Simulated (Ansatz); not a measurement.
A trial structure of Ba2SnC6 was built thus: random cell by space group and Wyckoff sites (P4/mmm, No. 123). Lengths were set from tabulated atomic sizes, so they are only a guess.

```
CELL_PARAMETERS angstrom
4.90199 0.00000 0.00000
0.00000 4.90199 0.00000
0.00000 0.00000 7.58728
ATOMIC_POSITIONS crystal
Ba 0.00000 0.50000 0.50000
Ba 0.50000 0.00000 0.50000
Sn 0.50000 0.50000 0.00000
C 0.00000 0.50000 0.79068
C 0.50000 0.00000 0.79068
C 0.00000 0.50000 0.20932
C 0.50000 0.00000 0.20932
C 0.50000 0.50000 0.80303
C 0.50000 0.50000 0.19697
```

These are results of DFT PBE, scalar-relativistic, plane waves, PAW (Ansatz 0.2.0), not measurements. Cutoff 420 eV, Gaussian smearing, Γ-centred meshes. Cell and atoms relax first on a coarse mesh and then on a finer one. In between, the cell is made exact in the group found at 0.06 Å. In metals the finer mesh still leaves noise of several meV/atom or more. The steps can't lower the symmetry of their start. No spin polarisation.

A guess keeps its type if space group and coordination stay and the shape of the cell changes little (axis ratios within about 15 %, angles within 6°); the volume may change.

**Question.** Does it keep its structure type, or change into something else?

**Answer.** It doesn't keep its type. The symmetry stays P4/mmm (No. 123). The volume per atom grows by 37.1 %, from 20.3 to 27.8 Å³. The shortest distance goes from 1.49 Å (Sn–C) to 1.26 Å (C–C). The ratio c/a of the conventional cell changes by a factor of 0.72. Counting neighbours within 15 % of an atom's shortest distance, the start has Ba 2, C 1/3, Sn 2 and the end Ba 6, C 1, Sn 10. In detail, at the end Ba is surrounded by 2 C at 2.74 Å and 4 C at 3.11 Å; Sn is surrounded by 2 C at 2.74 Å and 8 C at 3.11 Å; C on a site of symmetry 2mm has 1 C at 1.27 Å, 1 Ba at 2.74 Å and 2 Sn at 3.11 Å; 1 more site not described.

```cif
data_structure
_symmetry_space_group_name_H-M 'P 1'
_symmetry_Int_Tables_number 1
_cell_length_a 6.0858
_cell_length_b 6.0858
_cell_length_c 6.7505
_cell_angle_alpha 90.000
_cell_angle_beta 90.000
_cell_angle_gamma 90.000
_cell_volume 250.02
loop_
_atom_site_label
_atom_site_type_symbol
_atom_site_fract_x
_atom_site_fract_y
_atom_site_fract_z
_atom_site_occupancy
Ba1 Ba 0.00000 0.50000 0.50000 1
Ba2 Ba 0.50000 0.00000 0.50000 1
Sn1 Sn 0.50000 0.50000 0.00000 1
C1 C 0.00000 0.50000 0.90621 1
C2 C 0.50000 0.00000 0.90621 1
C3 C 0.00000 0.50000 0.09379 1
C4 C 0.50000 0.00000 0.09379 1
C5 C 0.50000 0.50000 0.59368 1
C6 C 0.50000 0.50000 0.40632 1
```

Energies over the elements count from the elements' standard structures at the same level, with no fitted energy shifts. The references include grey tin.

**Question.** At what energy does it end?

**Answer.** +0.89 eV/atom. A positive value: parting into the elements would lower its energy.

The last run used a 6×6×6 mesh for its 9-atom cell and Gaussian smearing of 0.10 eV. The reference form of C is held partly by dispersion forces, which this level lacks. Symmetry constrained the relaxation, so the result can be a saddle point.

In counts of neighbours, a slash parts the counts of unlike sites.
